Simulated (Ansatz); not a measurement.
Born–Oppenheimer molecular dynamics of a 24-atom Si5W3 cell at 16.84 Å³/atom, computed with Ansatz: Langevin thermostat at 3540 K, 66 steps of 3.0 fs, friction 0.005 1/fs. The run is short and the cell small, so it isn't an equilibrium average.

```yaml
crystal:
  lattice:
    - [7.204199, -0.081882, 0.007051]
    - [-0.081882, 7.490234, 0.162359]
    - [0.007051, 0.162359, 7.495186]
  atoms:
    - { symbol: Si, position: [0.6378861458, 0.8250812248, 0.5318718589] }
    - { symbol: Si, position: [0.8874388064, 0.5718273674, 0.2145084828] }
    - { symbol: Si, position: [0.1250798954, 0.724300349, 0.8190032607] }
    - { symbol: Si, position: [0.9838583132, 0.2057571673, 0.0937227706] }
    - { symbol: Si, position: [0.9571196424, 0.0128754261, 0.8314091502] }
    - { symbol: Si, position: [0.5162051475, 0.6879528737, 0.1407386828] }
    - { symbol: Si, position: [0.1937279551, 0.8779561789, 0.5718569855] }
    - { symbol: Si, position: [0.6434545508, 0.9357727089, 0.8550076042] }
    - { symbol: Si, position: [0.325757191, 0.9821078106, 0.0086661579] }
    - { symbol: Si, position: [0.770989513, 0.9092966013, 0.1988665252] }
    - { symbol: Si, position: [0.3088235677, 0.4018651486, 0.1510180002] }
    - { symbol: Si, position: [0.4777423079, 0.2226177094, 0.9156297262] }
    - { symbol: Si, position: [0.078709636, 0.3632379171, 0.374779679] }
    - { symbol: Si, position: [0.7139108974, 0.643805281, 0.8297601792] }
    - { symbol: Si, position: [0.7652410978, 0.2766707242, 0.2977749889] }
    - { symbol: W, position: [0.1490289454, 0.7461871354, 0.2200570961] }
    - { symbol: W, position: [0.4411140389, 0.4889366832, 0.4355915095] }
    - { symbol: W, position: [0.9343513837, 0.0665907532, 0.4365679048] }
    - { symbol: W, position: [0.3976879293, 0.5041850138, 0.8030983453] }
    - { symbol: W, position: [0.9034107942, 0.6380507851, 0.5505310085] }
    - { symbol: W, position: [0.0030403993, 0.4570181823, 0.90246237] }
    - { symbol: W, position: [0.6728757695, 0.2489284948, 0.6204933064] }
    - { symbol: W, position: [0.2363447769, 0.220806448, 0.6511894536] }
    - { symbol: W, position: [0.3978675797, 0.0302040094, 0.3157331745] }
  symmetry: { detect: false }
basis:
  ecutwfc: 420
  xc_grid: 1
kpoints:
  mp_grid: { grid: [1, 1, 1], shift: [0.25, 0.25, 0.25] }
hamiltonian:
  xc: pbe
scf:
  occupations: { method: fermi_dirac, width: 0.3051 }
  lower_state_search: "off"
  convergence: { dr2_threshold: 1.0e-05 }
output:
  forces: true
  stress: true
md:
  timestep: 3.0
  n_steps: 66
  ensemble: nvt_langevin
  friction: 0.005
  temperature: 3540.0
  initial_velocities: maxwell_boltzmann
  seed: 9305
```

```bash
ansatz run input.yaml --threads 2 --pin off --max-ram 5120MiB --backend cpu --events-out ev --progress --plain --runs-dir out
```

Level of theory: DFT PBE, scalar-relativistic, plane waves, PAW in Ansatz.

5 frames, positions in Å (not wrapped into the cell) and forces in eV/Å:

```xyz
24
Lattice="7.204 -0.082 0.007 -0.082 7.490 0.162 0.007 0.162 7.495" Properties=species:S:1:pos:R:3:forces:R:3 pbc="T T T" time_fs=0.0 temperature_K=3392 free_energy_over_first_frame_eV=0.000
Si    4.532    6.214    4.125   -1.350    0.920   -0.550
Si    6.348    4.245    1.707   -3.400   -0.970   -1.380
Si    0.848    5.548    6.257    0.880    1.940    1.290
Si    7.072    1.476    0.743    0.960   -2.960    0.630
Si    6.900    0.153    6.240    1.060    1.600   -0.730
Si    3.664    5.134    1.170   -0.640    0.160    0.350
Si    1.328    6.653    4.430    0.770    0.650   -2.270
Si    4.565    7.095    6.565   -0.930    1.830    0.350
Si    2.266    7.331    0.227   -1.320   -2.390   -1.000
Si    5.481    6.780    1.644   -0.280   -0.420   -0.920
Si    2.193    3.009    1.199   -0.220   -0.160   -1.960
Si    3.430    1.777    6.902    1.780    0.020   -0.260
Si    0.540    2.775    2.869    1.870    0.700    2.340
Si    5.096    4.899    6.329    0.580   -1.800    0.440
Si    5.492    2.058    2.282   -5.050    3.070   -0.650
W     1.014    5.613    1.772    2.910    1.930    0.480
W     3.141    3.697    3.347    1.420   -0.890    1.100
W     6.729    0.493    3.290    1.790   -2.830    0.730
W     2.829    3.874    6.104   -1.800    1.270    0.100
W     6.460    4.795    4.236    1.390   -1.350   -0.890
W    -0.009    3.569    6.838   -0.090   -0.650   -0.640
W     4.832    1.910    4.696   -0.580    0.050    1.490
W     1.689    1.740    4.918   -0.250   -0.170   -0.230
W     2.866    0.245    2.374    0.500    0.430    2.160
24
Lattice="7.204 -0.082 0.007 -0.082 7.490 0.162 0.007 0.162 7.495" Properties=species:S:1:pos:R:3:forces:R:3 pbc="T T T" time_fs=48.0 temperature_K=3462 free_energy_over_first_frame_eV=0.566
Si    4.524    6.722    3.612    1.080   -2.530    0.690
Si    5.865    4.471    1.369    0.580    0.870    1.040
Si    0.641    5.813    6.908   -1.340    1.000   -3.930
Si    7.703    0.953    0.975   -0.040    0.280    0.500
Si    6.841    0.549    5.761   -1.200   -0.600    4.060
Si    3.766    5.212    0.269    0.810    0.690    2.790
Si    1.356    6.419    3.869    0.900   -0.480    1.720
Si    4.443    7.003    5.932    0.070    0.190    0.800
Si    2.426    7.101   -0.075   -0.630    1.790   -0.080
Si    5.249    7.500    1.019    0.020   -0.070    0.510
Si    2.319    3.081    0.816   -0.530    0.110    0.450
Si    4.184    2.243    7.027   -0.530   -1.950    0.260
Si    1.361    2.527    2.987   -3.450   -1.360   -0.330
Si    5.251    4.121    6.362   -1.390    1.360   -1.870
Si    4.785    2.452    1.995    1.640   -1.850   -0.140
W     1.149    5.473    1.632    0.690   -0.500    1.500
W     3.245    3.790    3.106    1.120    2.230    1.190
W     6.768    0.448    3.518    0.820    1.260   -5.220
W     2.760    4.150    6.039   -1.530   -1.420   -1.960
W     6.246    4.579    4.223    0.290    0.880   -1.380
W     0.096    3.478    7.030    2.380   -2.670    0.000
W     4.779    1.887    4.661   -0.190    0.220   -0.550
W     1.684    1.560    5.177    2.790    0.540    0.940
W     3.043    0.373    2.195   -2.340    2.000   -1.010
24
Lattice="7.204 -0.082 0.007 -0.082 7.490 0.162 0.007 0.162 7.495" Properties=species:S:1:pos:R:3:forces:R:3 pbc="T T T" time_fs=99.0 temperature_K=3196 free_energy_over_first_frame_eV=-0.314
Si    4.797    6.245    3.115   -0.750    1.650    1.060
Si    5.822    4.737    1.728    0.560   -0.790   -4.750
Si    0.413    6.098    6.134    0.220   -0.450   -0.360
Si    7.889    0.874    1.164    0.860    0.980    0.020
Si    6.514    0.724    6.518    0.570    0.030   -2.030
Si    3.722    5.322    0.465    0.720   -0.370    0.400
Si    2.508    5.916    3.985   -1.940    3.470   -2.510
Si    4.177    7.076    5.700   -0.340   -1.010   -0.500
Si    2.420    7.171   -0.166   -1.140   -0.220    1.070
Si    5.480    7.595    1.235   -0.510   -1.380    1.240
Si    2.396    3.319    0.842   -0.430   -2.130   -0.660
Si    4.182    1.730    6.901   -0.850    1.100    0.350
Si    0.882    2.628    3.307    1.070    1.740    0.200
Si    5.030    4.013    5.986    1.930   -0.790    0.830
Si    4.866    2.230    1.704    0.640    1.130    0.990
W     1.244    5.357    1.515   -0.470    1.870   -0.110
W     3.383    3.940    2.952    0.840   -2.000    0.220
W     6.856    0.520    3.408   -0.160   -2.330    0.440
W     2.732    4.419    5.720   -1.640   -2.190    2.980
W     6.197    4.431    3.915    2.400   -0.760    3.180
W     0.345    3.109    7.081   -0.710    0.800   -1.030
W     4.884    1.768    4.518   -0.020    1.380   -0.900
W     1.861    1.659    5.619   -0.760    0.820   -1.610
W     2.995    0.525    2.043   -0.090   -0.550    1.510
24
Lattice="7.204 -0.082 0.007 -0.082 7.490 0.162 0.007 0.162 7.495" Properties=species:S:1:pos:R:3:forces:R:3 pbc="T T T" time_fs=150.0 temperature_K=3367 free_energy_over_first_frame_eV=1.951
Si    5.068    6.416    3.473   -2.060    0.140   -0.040
Si    6.396    4.657    0.226    0.160    2.500    2.820
Si    0.396    6.130    4.802   -2.060   -0.460    3.560
Si    8.231    1.108    1.414   -3.030   -0.470   -2.940
Si    6.502    0.178    6.192    0.360    0.690   -0.130
Si    3.989    4.971    0.343   -1.260    0.470    0.870
Si    2.088    6.581    3.653    2.670   -0.670   -1.170
Si    3.899    7.052    5.692    0.410    0.140   -0.110
Si    2.116    7.070   -0.217   -0.040   -0.710    1.170
Si    6.228    6.620    1.312    0.320    1.560   -0.090
Si    2.324    2.848    0.866    1.200    3.230    0.820
Si    3.778    2.062    6.847    2.530   -0.260   -0.200
Si    1.153    3.127    3.945   -1.070    2.840   -4.630
Si    5.472    3.991    6.013   -3.290   -1.590   -1.410
Si    5.596    2.590    1.988    0.070    0.150   -1.600
W     1.277    5.266    1.406    1.710   -0.120   -0.330
W     3.521    4.006    2.870   -0.520    0.000   -0.280
W     6.952    0.581    3.179    0.550   -1.060    2.420
W     2.621    4.445    5.612    0.590    0.360    0.850
W     6.217    4.333    3.877   -0.070   -1.250   -2.590
W     0.224    2.956    7.173    0.020   -2.040   -0.760
W     5.073    1.817    4.214   -2.040   -0.180    2.360
W     1.773    1.850    5.585    0.790   -3.750    1.620
W     3.111    0.724    2.043    4.050    0.500   -0.200
24
Lattice="7.204 -0.082 0.007 -0.082 7.490 0.162 0.007 0.162 7.495" Properties=species:S:1:pos:R:3:forces:R:3 pbc="T T T" time_fs=198.0 temperature_K=4057 free_energy_over_first_frame_eV=0.750
Si    4.584    6.456    3.778    0.230   -0.280   -2.480
Si    6.380    5.279   -0.541   -1.360   -1.230    3.080
Si    0.074    6.080    5.079    1.070    0.020   -3.960
Si    8.127    1.140    0.849    3.190   -1.910    2.830
Si    6.532    0.531    5.870    1.330    1.620    0.290
Si    3.794    4.841    0.490    0.860    1.410   -0.840
Si    1.932    6.669    2.910   -0.210   -0.320    0.090
Si    4.341    7.267    5.799   -2.150    0.390    2.020
Si    1.894    6.489   -1.172    1.130    1.140    1.580
Si    6.930    6.870    1.222   -2.220   -3.670    0.230
Si    2.403    2.900    0.848    0.800   -0.880   -0.380
Si    4.114    1.875    7.127    0.410   -0.650   -1.010
Si    1.366    3.965    3.355   -0.290   -0.670    0.870
Si    4.815    3.842    5.724    1.220    0.210    1.090
Si    6.271    2.866    1.719   -0.550   -1.410    0.250
W     1.364    4.954    1.100   -1.610    2.200   -1.460
W     3.793    3.960    2.836   -1.620   -0.130   -0.620
W     7.012    0.612    3.182    0.100   -0.510    1.240
W     2.502    4.328    5.541   -1.180   -1.090    1.310
W     6.074    4.233    3.594    2.580    2.330    1.320
W     0.074    2.889    7.058   -2.380    4.800   -4.890
W     5.080    1.960    4.084   -1.110   -2.040    0.330
W     1.618    1.834    5.482    0.840   -0.430   -1.340
W     3.453    0.985    1.982    0.920    1.100    0.440
```

Over the second half the temperature averages 3506 K and the pressure (kinetic part included, positive in compression) 4.1 GPa. Mean square displacements at the end: Si 1.22 Å², W 0.58 Å² (from the start of this run, the atoms' common shift taken off).

One k point is coarse for so small a cell, so forces and above all the pressure are rough.

Time: 8.4 min on 2 threads of AMD EPYC (Zen 3) (shared host), peak memory 0.64 GiB.